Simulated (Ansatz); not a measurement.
ZnS:
Space group P6₃mc (No. 186); a = b = 3.7823 Å, c = 6.2076 Å, α = β = 90.00°, γ = 120.00°

```
atom  site  symmetry       x       y       z
----  ----  --------  ------  ------  ------
Zn      2b       3m.  0.3333  0.6667  0.0004
S       2b       3m.  0.3333  0.6667  0.3746
```

Relaxed with PBEsol.

Task: Give the optical modes at the zone centre with their infrared activity from DFPT, DFT-PBEsol in the program Ansatz with PAW potentials.

Result: Transverse frequencies, without the LO–TO term; a row sums one degenerate level.

| ω (cm⁻¹) | degeneracy | IR ((D/Å)²/amu) | activity | symmetry |
|---|---|---|---|---|
| 69 | 2 | 0.00 | IR-inactive | E2 |
| 194 | 1 | 0.00 | IR-inactive | B1 |
| 276 | 1 | 8.46 | IR | A1 |
| 281 | 2 | 15.15 | IR | E1 |
| 287 | 2 | 0.00 | IR-inactive | E2 |
| 337 | 1 | 0.00 | IR-inactive | B1 |

Task: How high does the top mode go among those that the LO–TO term moves?

Result: 338 cm⁻¹ for q along x, 338 cm⁻¹ for q along y, 339 cm⁻¹ for q along z.

Space group P6_3mc (wurtzite). Symmetry was held in the PBEsol relaxation.

Potentials: the earlier of the program's two PAW sets. The files were generated under PBE; for other functionals the program regenerates the frozen cores, and for LDA and PBEsol the local potential too.
